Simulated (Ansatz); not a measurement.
**Ni (fcc)**

Level of theory: DFT, PBE, scalar-relativistic, collinear spin; plane waves to 420 eV with PAW datasets (Ansatz 0.2.0), 20×20×20 k-mesh, Gaussian smearing of 0.05 eV. The datasets are Ansatz's generated set soft_2.

```xyz
1
Lattice="0.0000 1.7591 1.7591 1.7591 0.0000 1.7591 1.7591 1.7591 0.0000" Properties=species:S:1:pos:R:3 pbc="T T T"
Ni    0.0000    0.0000    0.0000
```

Magnetic state: ferromagnetic, site spin moments Ni 0.68 μB.

The cell is relaxed to zero pressure at this level.

Path: Γ–X–U | K–Γ–L–W–X, with Γ = (0.000, 0.000, 0.000), X = (0.500, 0.000, 0.500), U = (0.625, 0.250, 0.625), K = (0.375, 0.375, 0.750), L = (0.500, 0.500, 0.500), W = (0.500, 0.250, 0.750) in reciprocal vectors of the calculation's cell.

**Question.** Is it a metal or an insulator, and if it has a gap, where are the band edges on this path?

**Answer.** A metal: bands cross the Fermi level.

Bands as a text map, energy in eV from the Fermi level (dashes), each leg drawn with the same width, + spin up, o spin down, # both:
```
  5.57 |              ++#              ++++             
  5.14 |             #                            #     
  4.71 |                                    #           
  4.29 |            #                              #    
  3.86 |           #                                    
  3.43 |          o                        #        #   
  3.00 |         o+      o                           #  
  2.57 |        #+       +                            # 
  2.14 |       #                          #            #
  1.71 |                                                
  1.29 |      #           o              o              
  0.86 |                  +              +              
  0.43 |      ooooooo      o            o    ooooooooooo
  0.00 |-----ooooooo-oooo------------ooo#oooo-------oooo
 -0.43 |  oooo++++#+#ooo o +oo     oo ##+    +++++###+++
 -0.86 |ooo#++   ++##+++#ooo#oooooo +++ #+++#ooooo #++  
 -1.29 |++#o#      + o++++#oo+++++++     ooo ++++++ +   
 -1.71 |oo+++       ++ooo++##oooooooo#ooo#o++     o+    
 -2.14 |  #           ++ oo #+    ###    #+oo   oo+     
 -2.57 |++ o            +o## ++++++ ++++++o# oooo+      
 -3.00 |  ++o           o++++      +      ++#++++oo     
 -3.43 |    +ooooooooooo#o                 o+#oo## ooooo
 -3.86 |     +      ##++++                o+++++++##    
 -4.29 |      ######++    o            ooo+       ++####
 -4.71 |     #+++++       +          oo+++          ++++
 -5.14 |                             ++                 
 -5.57 |    #                       o                   
 -6.00 |                   #        +                   
        Γ      X      UK       Γ       L       W       X
```

Site moments are of spin, integrated over atomic spheres.
